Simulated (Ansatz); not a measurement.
A crystal relaxed with r2SCAN in Ansatz 0.2.0 has space group P1 (No. 1) and a = 5.039 Å, b = 5.611 Å, c = 6.911 Å, α = 76.7°, β = 69.4°, γ = 90.0°.

```csv
atom,site,x,y,z
Xx,1a,0.2370,0.3522,0.0567
Nb,1a,0.8714,0.2727,0.7410
Nb,1a,0.5939,0.1980,0.3383
Nb,1a,0.1315,0.7327,0.2719
Nb,1a,0.3993,0.7973,0.6786
O,1a,0.8735,0.3705,0.3940
O,1a,0.2462,0.1510,0.6049
O,1a,0.1338,0.6379,0.5904
O,1a,0.7432,0.8475,0.3985
O,1a,0.1333,0.7277,0.0006
O,1a,0.8937,0.2452,0.0117
O,1a,0.4207,0.5014,0.2289
O,1a,0.6563,0.9954,0.7706
O,1a,0.5543,0.4779,0.7792
O,1a,0.3379,0.0378,0.2087
```

r2SCAN gives an indirect gap of 0.56 eV, from k = (0.385, 1/8, -0.469) to k = (0.177, 0.135, -0.318); the least direct gap is 0.62 eV at k = (0.177, 0.135, -0.318). The HSE06 gap is indirect, 1.27 eV (k = (0.385, 1/8, -0.469) to k = (0.177, 0.135, -0.318)), below the direct gap of 1.34 eV at k = (0.177, 0.135, -0.318). With PBE0 the valence top lies at k = (0.385, 1/8, -0.469) and the conduction bottom at k = (0.177, 0.135, -0.318), 1.98 eV higher; the smallest vertical gap, at k = (0.177, 0.135, -0.318), is 2.04 eV. Meshes: r2SCAN 6×6×4, HSE06 4×4×2, PBE0 4×4×2.

Task: Which element is Xx?
A. Ca
B. Mg
C. Sr
D. Cd

Result: B. Xx is Mg: MgNb₄O₁₀ (P1) from a database structure. Mg is surrounded by 5 O at 1.98–2.15 Å; Nb is surrounded by 6 O at 1.83–2.33 Å; Nb is surrounded by 6 O at 1.90–2.18 Å and 1 Nb at 2.74 Å; Nb is surrounded by 6 O at 1.88–2.23 Å; Nb is surrounded by 6 O at 1.95–2.15 Å and 1 Nb at 2.74 Å; O is surrounded by 3 Nb at 1.90–2.33 Å; O is surrounded by 3 Nb at 1.99–2.15 Å; O is surrounded by 3 Nb at 1.95–2.25 Å (further sites aren't listed).

Spin-unpolarised throughout; all numbers are computed.

Spin-orbit coupling is left out.

Where an edge lies off the special points, it is a point of the mesh or the k point where a search put PBE's edge or least direct gap, reused for the other functionals, whose own edges may lie a little apart.

Coordinates of k points refer to the reciprocal vectors of the primitive cell of the runs.

The meshes of the hybrids are coarse, so their gaps aren't converged to the digits shown.
